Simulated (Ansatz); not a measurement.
**Dy (dhcp)**

The computed numbers are results of PBE, scalar-relativistic (collinear spin) in the plane-wave PAW code Ansatz at 420 eV, Γ-centred 14×14×4 mesh, 0.05 eV Gaussian smearing. The datasets are Ansatz's generated set soft_2.

```
Dy
1.0
     3.62700    0.00000    0.00000
    -1.81350    3.14107    0.00000
     0.00000    0.00000   11.80166
Dy
4
Direct
  0.00000 0.00000 0.00000
  0.00000 0.00000 0.50000
  0.33333 0.66667 0.25000
  0.66667 0.33333 0.75000
```

At room temperature and ambient pressure Dy is hcp.

Magnetic state: ferromagnetic, site spin moments Dy 4.69, 4.78 μB.

**Question.** Which orbitals carry the states at the Fermi level, and how many states are there?

**Answer.** Within 0.1 eV of it: Dy 4f 85 %, Dy 5d 14 % (shares among the projected shells). The density of states at the Fermi level is about 29 states/eV per cell, averaged over 0.3 eV.

Density of states (tetrahedra, averaged over 0.3 eV; states/eV per cell of 4 atoms; energy in eV from the Fermi level; projections on Löwdin-orthogonalised atomic orbitals, summed over sites):

```tsv
E	total	Dy 4f down	Dy 4f up	Dy 5d up	Dy 5d down	Dy 6s
-5.20	0.0	0.0	0.0	0.0	0.0	0.0
-4.90	0.1	0.0	0.0	0.0	0.0	0.1
-4.60	0.2	0.0	0.0	0.0	0.0	0.2
-4.30	0.4	0.0	0.0	0.0	0.0	0.3
-4.00	0.6	0.0	0.0	0.0	0.0	0.4
-3.70	14.1	0.0	13.4	0.1	0.0	0.5
-3.40	41.7	0.0	40.8	0.1	0.1	0.6
-3.10	6.6	0.0	5.7	0.2	0.1	0.6
-2.80	8.4	0.0	7.2	0.3	0.1	0.7
-2.50	27.2	0.0	25.8	0.4	0.2	0.7
-2.20	1.9	0.0	0.1	0.7	0.3	0.8
-1.90	2.6	0.0	0.0	1.2	0.5	0.8
-1.60	3.2	0.0	0.0	1.3	1.1	0.7
-1.30	3.7	0.0	0.0	1.5	1.3	0.6
-1.00	3.9	0.1	0.0	1.6	1.6	0.4
-0.70	6.7	3.0	0.0	1.5	1.8	0.3
-0.40	13.9	8.9	0.0	2.9	1.9	0.2
-0.10	29.1	24.4	0.0	2.8	1.6	0.2
0.20	15.1	9.2	0.0	2.9	2.6	0.2
0.50	13.9	8.3	0.0	2.4	2.5	0.3
0.80	15.9	10.7	0.0	2.5	2.2	0.2
1.10	34.5	27.1	0.0	3.8	2.7	0.5
1.40	5.8	0.6	0.0	2.4	2.2	0.3
1.70	6.9	0.4	0.0	2.1	3.5	0.5
2.00	5.6	0.2	0.0	2.5	2.4	0.3
2.30	6.0	0.1	0.0	3.2	2.1	0.3
2.60	5.7	0.1	0.0	2.9	2.4	0.2
2.90	4.4	0.1	0.0	1.2	2.9	0.1
3.20	4.4	0.1	0.0	1.3	2.8	0.1
3.50	4.0	0.0	0.0	2.4	1.4	0.1
3.80	3.0	0.0	0.0	1.7	1.1	0.1
4.10	4.4	0.0	0.0	2.1	2.0	0.2
4.40	4.0	0.0	0.0	1.7	1.9	0.2
4.70	3.7	0.0	0.0	1.6	1.7	0.2
5.00	4.9	0.0	0.0	2.3	1.9	0.3
```

Without a U the open 4f shell is pinned at the Fermi level, an artefact: in the real crystal it splits into occupied and empty levels away from it, and its large orbital moment is missing here. Scalar-relativistic only: spin–orbit splittings of the heavy atoms' levels are missing. The run wasn't fully tested for a lower electronic state. Site moments are of spin, integrated over atomic spheres. Only parallel moments were tried, so the real magnetic order may be another.

A lower state of the open shells can't be excluded, and forces and pressures are less sure for it.
